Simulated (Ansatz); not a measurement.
**Property card for CoSi₂**

Level of theory: Ansatz, DFT PBE, scalar-relativistic, plane waves, PAW.

Cutoff 420 eV; k points 14×14×14 on the computed 3-atom cell (Γ-centred); Gaussian smearing, width 0.10 eV; no spin polarisation.

The structure is relaxed at this level of theory with its symmetry kept, and needn't be the ground state of this composition.

```xyz
3
Lattice="0.0000 2.6799 2.6799 2.6799 0.0000 2.6799 2.6799 2.6799 0.0000" Properties=species:S:1:pos:R:3 pbc="T T T"
Co    0.0000    0.0000    0.0000
Si    1.3400    1.3400    1.3400
Si    4.0199    4.0199    4.0199
```

Question: Formation energy from the elements' standard states (uncorrected)?

Answer: -0.468 eV/atom.

Question: Kohn–Sham band gap?

Answer: none (metal).

Question: Density of states at the Fermi level?

Answer: 1.0 states/eV per cell.

Question: Orbital (Löwdin) character within 0.5 eV of the Fermi level?

Answer: Co 3d 45 %, Si 3p 42 %, unprojected 8 %.

Question: Bader charge by site (e)?

Answer: Co (1 in the cell) -0.97, Si (2 in the cell) 0.48.

A magnetic start lost its moments in a first run, so spin was left out; other magnetic orders weren't tried.

It was relaxed from a cell as deposited in COD. Löwdin shares on free-atom orbitals overweight diffuse shells.
